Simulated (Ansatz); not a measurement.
OsN2:
```
OsN2
1.0
    4.10810     0.00000     0.00000
    0.00000     4.89969     0.00000
    0.00000     0.00000     2.66227
Os N
2 4
Cartesian
  2.05405   2.44984   1.33113
  0.00000   0.00000   0.00000
  1.53107   4.42671   1.33113
  2.57703   0.47297   1.33113
  3.58512   2.92282   0.00000
  0.52298   1.97687   0.00000
```

Relaxed with PBEsol. Special points in fractions of this cell's reciprocal vectors: Γ (0.000, 0.000, 0.000); X (0.500, 0.000, 0.000); S (0.500, 0.500, 0.000); Y (0.000, 0.500, 0.000); Z (0.000, 0.000, 0.500); U (0.500, 0.000, 0.500); R (0.500, 0.500, 0.500); T (0.000, 0.500, 0.500).

**Question.** List the band energies nearest the Fermi level at these points for PBEsol (plane waves, PAW; program Ansatz).

**Answer.** In eV from the Fermi level; about four levels below and three above (degenerate sets whole), none deeper than 8.9 eV; points with the same levels are listed once.

```csv
k,below,above
Γ,-2.60 -1.11 -0.10 -0.02,0.58 5.45 5.88
X,-0.85 -0.85 -0.37 -0.37,2.54 2.54 3.03 3.03
S,-0.98 -0.98 -0.86 -0.86,0.39 0.39 1.11 1.11
Y,-1.55 -1.55 -0.24 -0.24,0.95 0.95 4.45 4.45
Z,-3.36 -3.36 -0.80 -0.80,0.06 0.06 2.82 2.82
U,-2.41 -2.41 -0.48 -0.48,3.38 3.38 5.63 5.63
R,-1.05 -1.05 -1.00 -1.00,3.18 3.18 4.79 4.79
T,-1.20 -1.20 -0.78 -0.78,2.90 2.90 3.84 3.84
```

Space group Pnnm. The first step of the workflow began from a Materials Project structure, measured or hypothetical; the Crystallography Open Database copy checked does not list it. Whether it is the stable phase at ambient conditions was not checked. The PBEsol relaxation kept the symmetry of its start; its stability against distortions is not shown here. No spin polarisation was allowed. Its formation energy is positive at this level, so the cell may be metastable or incomplete. Spin–orbit coupling is left out wherever it is not named.

Potentials: the later of the program's two PAW sets.
